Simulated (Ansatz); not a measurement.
# Sb: stationary points along a deformation path

The calculation used DFT PBEsol, scalar-relativistic, plane waves, PAW in Ansatz. The runs took a 420 eV cutoff, a Γ-centred 24×24×24 mesh and Gaussian smearing (0.15 eV). No spin polarisation. Energies are free energies at this smearing, counted from the undisturbed cell; pressure is positive in compression.

Zero of the scan (as given, not relaxed at this level; it stands at -1.1 GPa; this form isn't the usual structure):

```
CELL_PARAMETERS angstrom
-1.57654 1.57654 2.71194
1.57654 -1.57654 2.71194
1.57654 1.57654 -2.71194
ATOMIC_POSITIONS crystal
Sb 0.00000 0.00000 0.00000
```

At fixed volume and fractional coordinates, lengths along (0.000, 0.000, 1.000) are scaled against those across it; ρ is that ratio over its starting value. V = 26.962 Å³/atom. Δσ is the stress along the axis less the mean stress across it (compression positive).

```csv
ρ,ΔE (meV/atom),Δσ (GPa),space group
0.800,15.8,-0.43,I4/mmm
0.850,15.8,0.37,I4/mmm
0.920,6.6,1.14,I4/mmm
0.960,1.9,0.69,I4/mmm
1.000,0.0,0.08,I4/mmm
1.050,3.3,-1.40,I4/mmm
1.100,15.2,-3.08,I4/mmm
1.200,62.4,-7.02,I4/mmm
1.300,151.6,-12.45,I4/mmm
```

How does the stress give the slope of the energy, and where is the energy stationary?

Along the path d ln(length) is 2/3 d ln ρ on the axis and −1/3 d ln ρ across it, so dE/d ln ρ = −(2/3) V Δσ: the energy falls with ρ where Δσ is positive. Δσ vanishes or changes sign between ρ = 0.800 and 0.850, a maximum (near 0.83 by linear interpolation); between ρ = 1.000 and 1.050, a minimum (near 1.00 by linear interpolation). Pairs of stationary points between two samples would go unseen, and could change a minimum read from distant neighbours into a maximum.

Integrate that slope from ρ = 1 to 0.850 by the trapezoid rule.

With V/N in Å³ and 1 eV/Å³ = 160.2 GPa the slopes at ρ = 1.000, 0.960, 0.920, 0.850 are -9, -77, -128, -42 meV/atom per unit of ln ρ. The steps add 1.8 + 4.3 + 6.7 = 12.8 meV/atom, against 15.8 from the energies; the trapezoid rule misses the curvature of the slope within each step.

In a metal these slopes depend on the k mesh and the smearing.